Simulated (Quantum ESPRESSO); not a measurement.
```cif
data_Te3
_chemical_formula_sum 'Te3'
_space_group_name_H-M_alt 'P 1'
_space_group_IT_number 1
_cell_length_a 4.60135
_cell_length_b 4.60135
_cell_length_c 5.90006
_cell_angle_alpha 90.000
_cell_angle_beta 90.000
_cell_angle_gamma 120.000
loop_
_space_group_symop_operation_xyz
  'x, y, z'
loop_
_atom_site_label
_atom_site_type_symbol
_atom_site_fract_x
_atom_site_fract_y
_atom_site_fract_z
_atom_site_occupancy
Te1 Te 0.25670 0.00000 0.33333 1
Te2 Te 0.00000 0.25670 0.66667 1
Te3 Te 0.74330 0.74330 0.00000 1
```

The geometry is that of Materials Project entry mp-19, symmetrised and not relaxed again.

Q: What does LDA (Quantum ESPRESSO, PseudoDojo norm-conserving, 82 Ry, scalar-relativistic) give for the electronic structure near the Fermi level?

A: The LDA gap is indirect, 0.27 eV, from 75 % of the way from L to H to H; the smallest direct gap is 0.29 eV. Without spin-orbit coupling, band edges of such heavy elements can be off by tenths of an eV. So small a LDA gap in heavy elements may be inverted, where one-shot corrections to single bands mislead.

The distance between layers or molecules is the database entry's, not relaxed here. Functionals without dispersion can leave it too large, which widens gaps and weakens the response across layers: the numbers belong to this cell.
